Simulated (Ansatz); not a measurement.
BeMo2 (cubic Laves (MgCu2 type), Fd-3m) at seven volumes, the program Ansatz at the PBE level (PAW), scaled uniformly. One row is withheld.

| V (Å³/atom) | P (GPa) |
|---|---|
| 14.384 | 18.53 |
| 14.858 | 11.42 |
| 15.332 | 5.29 |
| 15.806 | 0.00 |
| 16.281 | -4.58 |
| 16.755 | -8.54 |
| 17.229 | ? |

**Question.** Fit the shown pressures and predict the withheld one.

**Answer.** Third-order Birch–Murnaghan: P = (3/2)B₀(x^(7/2) − x^(5/2))[1 + (3/4)(B′ − 4)(x − 1)] with x = (V₀/V)^(2/3). Least squares on the six rows gives V₀ = 15.806 Å³/atom, B₀ = 163.9 GPa, B′ = 3.86. At V = 17.229, x = 0.9442 and P = -11.96 GPa. The run itself gave -11.95 GPa.

A made-up cell: these elements were put on the sites of a structure type; neither database checked (COD, Materials Project) lists it. Whether it is the stable phase at ambient conditions was not checked. The PBE relaxation kept the symmetry of its start; whether a distortion lowers the energy is not shown. The run is not spin-polarised.

Potentials: the earlier of the program's two PAW sets.
